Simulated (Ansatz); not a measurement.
Values for one crystal, relaxed and computed with DFT-LDA in the program Ansatz with PAW potentials; other levels are named.

Volume per atom: 13.23 Å³
Electronic character: metallic (no gap)
Density of states at the Fermi level: 1.2 states/eV per atom (mean over ±0.08 eV)
Bulk modulus (Birch–Murnaghan fit): 317 GPa
Elastic constants (relaxed ions, GPa): C11 = 499, C12 = 226, C44 = 221
Mechanical stability: stable (all eigenvalues of C positive)
Pressure derivative B′: 5.1

Q: Pick the material that matches.
(A) Cu, fcc (Cu type)
(B) Ce, fcc (Cu type)
(C) Rh, fcc (Cu type)
(D) Re, dhcp (α-La type)

A: C, Rh, fcc (Cu type)

Space group Fm-3m (fcc (Cu type)). The cell was relaxed with LDA under the symmetry of its start. The run is not spin-polarised. As this level gives no gap, shear constants depend on the k-mesh and smearing (Fermi–Dirac, 0.1 eV here). On the denser mesh and wider smearing of the elastic run this cell carries a stress of 0.4 GPa. Spin–orbit coupling is left out wherever it is not named.

Potentials: the earlier of the program's two PAW sets. The files were generated under PBE; for other functionals the program regenerates the frozen cores, and for LDA and PBEsol the local potential too.
